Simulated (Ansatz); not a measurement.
The relaxed structure here is a generated cell of K: the first start was made by placing the elements on the sites of a structure type, and the end was not matched to a known phase here, so it may be hypothetical. Known forms of K include space group No. 229.

One stationary structure of K. All values below come from r2SCAN (plane waves to 500 eV, PAW, scalar-relativistic; Ansatz, a first-principles code).

```xyz
1
Lattice="4.2966 0.0000 0.0000 0.0000 4.2966 0.0000 0.0000 0.0000 4.2966" Properties=species:S:1:pos:R:3 pbc="T T T"
K      0.0000     0.0000     0.0000
```

Question: Determine the symmetry and give the standard cell with its independent sites.

Answer: Space group Pm-3m (No. 221); a = 4.2966 Å, b = 4.2966 Å, c = 4.2966 Å, α = 90.00°, β = 90.00°, γ = 90.00°

```tsv
atom	site	symmetry	x	y	z
K	1a	m-3m	0.0000	0.0000	0.0000
```

This is the simple cubic type.

Question: Give the shortest distances between elements (the closest pairs, up to four, under 3.6 Å).

Answer: .

| Property | Value |
|---|---|
| Volume per atom | 79.32 Å³ |
| Density | 0.82 g/cm³ |
| Band gap | no gap (metallic) |

No spin polarisation in the result.

The run could not lower the symmetry of its start; a shaken copy of this end point relaxes with r2SCAN to I4/mmm (No. 139) at a tolerance of 0.01 Å, Im-3m (No. 229) at 0.1 Å, 0.11 eV/atom lower.
